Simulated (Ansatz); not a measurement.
The end point of a relaxation of CdS. Space group Fm-3m (No. 225), rock salt type. These are r2SCAN (plane waves to 500 eV, PAW, scalar-relativistic; Ansatz, a program for electronic structure) values and carry that method's errors.

```cif
data_Cd4S4
_chemical_formula_sum 'Cd4 S4'
_space_group_name_H-M_alt 'Fm-3m'
_space_group_IT_number 225
_space_group_name_Hall '-F 4 2 3'
_cell_length_a 5.45348
_cell_length_b 5.45348
_cell_length_c 5.45348
_cell_angle_alpha 90.000
_cell_angle_beta 90.000
_cell_angle_gamma 90.000
loop_
_atom_site_label
_atom_site_type_symbol
_atom_site_symmetry_multiplicity
_atom_site_Wyckoff_symbol
_atom_site_fract_x
_atom_site_fract_y
_atom_site_fract_z
_atom_site_occupancy
Cd1 Cd 4 b 0.50000 0.50000 0.50000 1
S1 S 4 a 0.00000 0.00000 0.00000 1
```
(The calculation used a cell of 2 atoms; values per cell refer to that cell.)

- Volume per atom: 20.27 Å³
- Band gap: 0.75 eV, indirect (valence top at k = (0, 0.2, -0.2), conduction bottom at X) (no spin-orbit coupling)
- Smallest direct gap: 2.39 eV at Γ
- Shortest distances: Cd–S 2.73 Å
- k-mesh: 10×10×10

No spin polarisation in the result.

The run could not lose the symmetry of its start; a randomly shaken copy of 4 atoms returns to this structure.

The relaxed structure has the type that CdS is known to take under pressure; here it was relaxed at zero pressure, from a generated start.
